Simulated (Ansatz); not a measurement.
C:
```xyz
8
Lattice="3.8891 0.0000 0.0000 0.0000 3.8891 0.0000 0.0000 0.0000 3.8891" Properties=species:S:1:pos:R:3 pbc="T T T"
C      0.9723     0.0000     1.9446
C      2.9168     0.0000     1.9446
C      0.0000     1.9446     0.9723
C      0.0000     1.9446     2.9168
C      1.9446     0.9723     0.0000
C      1.9446     2.9168     0.0000
C      0.0000     0.0000     0.0000
C      1.9446     1.9446     1.9446
```

Relaxed with r²SCAN+D4. Special points in fractions of this cell's reciprocal vectors: Γ (0.000, 0.000, 0.000); X (0.000, 0.500, 0.000); M (0.500, 0.500, 0.000); R (0.500, 0.500, 0.500).

Problem. List the band energies nearest the Fermi level at these points for r²SCAN+D4 in the plane-wave PAW code Ansatz.

Solution. In eV from the Fermi level; about four levels below and three above (degenerate sets whole), none deeper than 8.9 eV; points with the same levels are listed once.

```csv
k,below,above
Γ,-0.89 -0.89 -0.89 -0.65,3.11 3.11 3.11
X,-1.14 -1.14 -0.19 -0.19,0.77 0.77 2.87 2.87
M,-6.39 -6.39 -5.00 -0.59 -0.42,0.46 0.46 0.60 0.60
R,–,0.42 0.42 0.42 0.42 0.42 0.42
```

Space group Pm-3n (A15 (β-W type)). A made-up cell: these elements were put on the sites of a structure type; neither database checked (COD, Materials Project) lists it. It is not the phase usual at ambient conditions (space group No. 194, 227). The cell was relaxed with r²SCAN+D4 under the symmetry of its start; its stability against distortions is not shown here.

Potentials: the earlier of the program's two PAW sets. The files were generated under PBE; for other functionals the program regenerates the frozen cores, and for LDA and PBEsol the local potential too.
